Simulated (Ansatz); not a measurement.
Input and command of a calculation in Ansatz (plane waves; scalar-relativistic PAW potentials unless the input names others):

```yaml
crystal:
  lattice:
    - [0.0, 2.0796349157, 2.0796349157]
    - [2.0796349157, 0.0, 2.0796349157]
    - [2.0796349157, 2.0796349157, 0.0]
  atoms:
    - { symbol: Mg, position: [0.0, 0.0, 0.0] }
    - { symbol: O, position: [0.5, 0.5, 0.5] }
basis:
  ecutwfc: 420
kpoints:
  mp_grid: { grid: [10, 10, 10] }
hamiltonian:
  xc: lda
scf:
  occupations: { method: gaussian, width: 0.02 }
  convergence: { dr2_threshold: 1.0e-20 }
  max_iter: 50
output:
  forces: true
  eigenvalues: true
  stress: true
```

```bash
ansatz run input.yaml --threads 1 --pin off --max-ram 3072MiB --backend cpu --events-out ev --progress --plain --runs-dir out
```

Abridged log:
```
Basis set: ecut = 420 eV, 339 PW (Γ)
Bands: 12, of which v1, the nominal top of the filled ones, is band 8 counted from 1 (7 counted from 0)
Symmetry: 48 space group operations
k-points: 47 of 1000
SCF iter   1: F=—  HF=-2460.082613 eV  |F-HF|=—  |Δ(HF+E_count)|=         —  Δρ=1.79e-2  dr2=4.53e-2  ethr=1.77e-3  ⟨swp⟩=5.9  Hψ=3351  notcnv=0
SCF iter   2: F=—  HF=-2460.067282 eV  |F-HF|=—  |Δ(HF+E_count)|=   1.53e-2  Δρ=5.53e-3  dr2=5.09e-3  ethr=2.83e-4  ⟨swp⟩=2.0  Hψ=1124  notcnv=0
SCF iter   3: F=—  HF=-2460.065540 eV  |F-HF|=—  |Δ(HF+E_count)|=   1.74e-3  Δρ=9.27e-4  dr2=8.48e-5  ethr=3.18e-5  ⟨swp⟩=2.3  Hψ=894  notcnv=0
SCF iter   4: F=—  HF=-2460.065500 eV  |F-HF|=—  |Δ(HF+E_count)|=   3.94e-5  Δρ=8.43e-5  dr2=8.02e-7  ethr=5.30e-7  ⟨swp⟩=2.1  Hψ=736  notcnv=0
SCF iter   5: F=—  HF=-2460.065499 eV  |F-HF|=—  |Δ(HF+E_count)|=   1.61e-6  Δρ=1.04e-5  dr2=6.76e-9  ethr=5.01e-9  ⟨swp⟩=2.0  Hψ=736  notcnv=0
SCF iter   6: F=—  HF=-2460.065499 eV  |F-HF|=—  |Δ(HF+E_count)|=   6.01e-9  Δρ=1.52e-6  dr2=2.15e-10  ethr=4.23e-11  ⟨swp⟩=2.5  Hψ=856  notcnv=0
SCF iter   7: F=—  HF=-2460.065499 eV  |F-HF|=—  |Δ(HF+E_count)|=  1.22e-10  Δρ=7.76e-8  dr2=5.71e-13  ethr=1.34e-12  ⟨swp⟩=2.0  Hψ=940  notcnv=0
SCF iter   8: F=—  HF=-2460.065499 eV  |F-HF|=—  |Δ(HF+E_count)|=    0.00e0  Δρ=8.55e-9  dr2=3.96e-15  ethr=3.57e-15 (applied; sched 1.00e-12)  ⟨swp⟩=2.3  Hψ=936  notcnv=0
SCF iter   9: F=—  HF=-2460.065499 eV  |F-HF|=—  |Δ(HF+E_count)|=    0.00e0  Δρ=3.54e-10  dr2=5.86e-18  ethr=2.48e-17 (applied; sched 1.00e-12)  ⟨swp⟩=2.0  Hψ=938  notcnv=0
SCF iter  10: F=—  HF=-2460.065499 eV  |F-HF|=—  |Δ(HF+E_count)|=    0.00e0  Δρ=3.51e-11  dr2=1.03e-19  ethr=9.19e-19 (applied; sched 1.00e-12)  ⟨swp⟩=1.1  Hψ=567  notcnv=0
SCF iter  11: F=—  HF=-2460.065499 eV  |F-HF|=—  |Δ(HF+E_count)|=    0.00e0  Δρ=1.11e-11  dr2=1.10e-20  ethr=1.00e-12  ⟨swp⟩=1.0  Hψ=752  notcnv=0
SCF iter  12: F=-2460.065499 eV  HF=-2460.065499 eV  |F-HF|=0.00e0  |Δ(HF+E_count)|=    0.00e0  Δρ=1.37e-12  dr2=1.66e-22  ethr=1.00e-12  ⟨swp⟩=1.0  Hψ=752  notcnv=0
SCF 1 converged in 12 iterations: F = -2460.065499 eV  dr2 = 1.66e-22
SCF converged after 12 iterations
Free energy (F): -2460.065499 eV
Harris-Foulkes:  -2460.065499 eV  (|F-HF|=0.00e0)
Internal energy: -2460.065499 eV  (E = F + TS)
E sigma→0 (E₀):  -2460.065499 eV
Fermi energy:    10.756758 eV
--- Forces (eV/Å), atoms counted from 1 ---
  atom   1  Mg     0.00000000     0.00000000     0.00000000
  atom   2  O      0.00000000     0.00000000     0.00000000
--- Stress (GPa, compression-positive) ---
       -0.022235       0.000000       0.000000
        0.000000      -0.022235       0.000000
        0.000000       0.000000      -0.022235
  P = ⅓ Tr σ = -0.0222 GPa (-0.222 kbar)
```

One setting here is needlessly strict: a threshold far tighter than needed (scf.convergence.dr2_threshold: not typed → 1e-20). It leaves the result as it was and can only cost iterations: the run converged in 12 SCF iterations with an energy at zero smearing within 0.01 meV/atom of the reference's, pressure -0.02 GPa, largest force 0.000 eV/Å, gap on the mesh 5.03 eV. A reference run on usual settings, whose relaxation ended at this geometry, converged, and the end of its own relaxation has pressure -0.02 GPa, largest force 0.000 eV/Å, gap on the mesh 5.03 eV.

It took 3 s on 1 thread of Intel(R) Xeon(R) Processor @ 2.50GHz (Skylake/Cascade Lake), with other jobs on the host, peak memory 0.27 GiB.